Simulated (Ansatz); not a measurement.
Level of theory: Ansatz, DFT PBE, scalar-relativistic, plane waves, PAW. All cells share a 420 eV cutoff and Γ-centred k meshes spaced at most about 0.3 Å⁻¹ (2π included). No spin polarisation in the final relaxations.

All energies are static (0 K, no zero-point motion).

Two relaxed structures of Al2BAs3:

1.

```cif
data_structure
_symmetry_space_group_name_H-M 'P6_3mc'
_symmetry_Int_Tables_number 186
_cell_length_a 3.8219
_cell_length_b 3.8219
_cell_length_c 19.2603
_cell_angle_alpha 90.000
_cell_angle_beta 90.000
_cell_angle_gamma 120.000
_cell_volume 243.64
loop_
_atom_site_label
_atom_site_type_symbol
_atom_site_symmetry_multiplicity
_atom_site_Wyckoff_symbol
_atom_site_fract_x
_atom_site_fract_y
_atom_site_fract_z
_atom_site_occupancy
Al1 Al 2 b 0.33333 0.66667 0.00587 1
Al2 Al 2 b 0.33333 0.66667 0.32886 1
B1 B 2 b 0.33333 0.66667 0.67008 1
As1 As 2 b 0.33333 0.66667 0.13553 1
As2 As 2 b 0.33333 0.66667 0.45645 1
As3 As 2 b 0.33333 0.66667 0.77921 1
```

2.

```cif
data_structure
_symmetry_space_group_name_H-M 'I-4m2'
_symmetry_Int_Tables_number 119
_cell_length_a 3.7987
_cell_length_b 3.7987
_cell_length_c 16.7438
_cell_angle_alpha 90.000
_cell_angle_beta 90.000
_cell_angle_gamma 90.000
_cell_volume 241.61
loop_
_atom_site_label
_atom_site_type_symbol
_atom_site_symmetry_multiplicity
_atom_site_Wyckoff_symbol
_atom_site_fract_x
_atom_site_fract_y
_atom_site_fract_z
_atom_site_occupancy
Al1 Al 4 e 0.50000 0.50000 0.34017 1
B1 B 2 b 0.50000 0.50000 0.00000 1
As1 As 4 f 0.00000 0.50000 0.06813 1
As2 As 2 d 0.50000 0.00000 0.25000 1
```

Question: Which form is favoured at zero pressure, and by what margin per atom?

Answer: Cell 2 is lower, by 30 meV/atom. Cell 1 has Al and B ordered on wurtzite sites, space group P6_3mc (No. 186), 20.3 Å³/atom and a gap of 0.19 eV on its mesh; cell 2 has Al and B ordered on zinc blende sites, space group I-4m2 (No. 119), 20.1 Å³/atom and a gap of 0.84 eV. Counting As atoms around Al and B (those within 1.25 times the shortest such distance or 1.15 times the sum of covalent radii; a plus sign parts nearer from farther groups), cell 1 has Al 4, B 1+3 and cell 2 has Al 4, B 4. Both come from invented guesses.

Kohn–Sham gaps at this level usually fall short of measured ones. With atoms moved at random, I-4m2 came back. Other cells relaxed within their symmetry can be saddle points.
